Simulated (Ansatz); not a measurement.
## Ir

```
CELL_PARAMETERS angstrom
0.00000 1.92696 1.92696
1.92696 0.00000 1.92696
1.92696 1.92696 0.00000
ATOMIC_POSITIONS crystal
Ir 0.00000 0.00000 0.00000
```

The conventional cell has a = 3.854 Å, b = 3.854 Å, c = 3.854 Å, α = 90.00°, β = 90.00°, γ = 90.00°. Ir (atom 1) has 12 Ir at 2.73 Å as nearest neighbours.

The cell is the one relaxed in the Materials Project (mp-101), not relaxed further here; entries there can be hypothetical.

Spin polarisation is left out, and whether a magnetic state lies lower isn't shown here.

Spin–orbit coupling is left out, though it moves levels of the heavy atoms by tenths of an eV or more.

Computed with DFT, PBE, all-electron LAPW, scalar-relativistic in Ansatz 0.2.0.

Settings: a Γ-centred 18×18×18 k mesh, Fermi–Dirac smearing of 0.03 eV, basis error target 0.5 meV/atom, no spin polarisation.

| Item | Value |
| --- | --- |
| Pressure at this cell | 4.57 GPa |
| Band gap | none: with an odd electron count and no spin polarisation the bands can't all be full, a metal in this set-up (spin order or a larger cell could open a gap) |
| Density of states at the Fermi level (0.2 eV bin) | 0.95 states/eV per cell |
| Volume per atom | 14.31 Å³ |
